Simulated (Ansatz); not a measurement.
BeZn$_{3}$Te$_{4}$ (I-42m) at 2 levels of theory

One geometry, relaxed with PBE; plane waves with PAW potentials in Ansatz, scalar-relativistic. No spin polarisation. Gaps are the least over mesh and band path; pressure is positive in compression.

```
CELL_PARAMETERS angstrom
-3.02502 3.02502 6.03793
3.02502 -3.02502 6.03793
3.02502 3.02502 -6.03793
ATOMIC_POSITIONS crystal
Be 0.50000 0.50000 0.00000
Zn 0.00000 0.00000 0.00000
Zn 0.25000 0.75000 0.50000
Zn 0.75000 0.25000 0.50000
Te 0.85449 0.85449 0.47071
Te 0.38377 0.38377 0.52929
Te 0.14551 0.61623 0.00000
Te 0.61623 0.14551 0.00000
```

```json
{"level": "PBE", "cutoff (eV)": "420", "k mesh": "6×6×6", "gap (eV)": "1.61", "pressure (GPa)": "0.0"}
```

Q: What comes out on the same cell with PBEsol?

A:
| level | cutoff (eV) | k mesh | gap (eV) | pressure (GPa) |
| --- | --- | --- | --- | --- |
| PBEsol | 420 | 6×6×6 | 1.52 | -2.3 |

Spin-orbit coupling matters for the bands of heavy elements and is left out.

The structure comes from a generated guess; another structure or a mixture of phases may lie lower.
